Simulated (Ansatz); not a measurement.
**Compressing NbReSi: a fit and a missing row**

NbReSi, P-62m, a = 6.829 Å, c = 3.308 Å. The structure is a Materials Project entry; whether it is the stable form wasn't checked. Ansatz: r2SCAN, PAW, 500 eV, Γ-centred 6×6×12 mesh on 9 atoms, Gaussian smearing 0.10 eV; no spin polarisation. Shape and atoms are relaxed at each volume; pressure is positive in compression.

```tsv
V (Å³/atom)	P (GPa)
13.065	?
13.511	29.90
13.956	18.31
14.402	8.41
14.847	-0.04
15.293	-7.25
15.738	-13.39
16.332	-20.16
```

Problem. Take V0 = 14.847 Å³/atom, count pressures from its P0 = -0.04 GPa, fit the third-order Birch–Murnaghan form to the other rows, and predict the missing pressure.

Solution. With the Eulerian strain f = ½[(V0/V)^(2/3) − 1] and y = (P − P0)/[3f(1 + 2f)^(5/2)], the form is the line y = B0 + 1.5 B0 (B0′ − 4) f. Rows (f, y): 0.03244, 262.9; 0.02106, 262.0; 0.01025, 261.2; -0.00977, 258.4; -0.01905, 257.4; -0.03079, 255.3. Means f = 0.0006900, y = 259.53; Σ(Δf)² = 0.003004, ΣΔfΔy = 0.3603; the slope is their ratio. y = 259.5 + 119.9 f GPa, so B0 = 259.5 GPa and B0′ = 4 + 2 × (119.9)/(3 × 259.5) = 4.31. At V = 13.065, f = 0.04449, y = 264.83 and P = 43.70 GPa. The run gave 43.46 GPa, so the fit is 0.24 GPa too high, a small miss on the scale of the series.

Spin–orbit coupling is left out, which can shift energies with elements as heavy as these.

Cost: 8 runs of about 32 core-minutes in all, on Oxide Virtual Turin-like Processor (Zen 5) (shared hosts).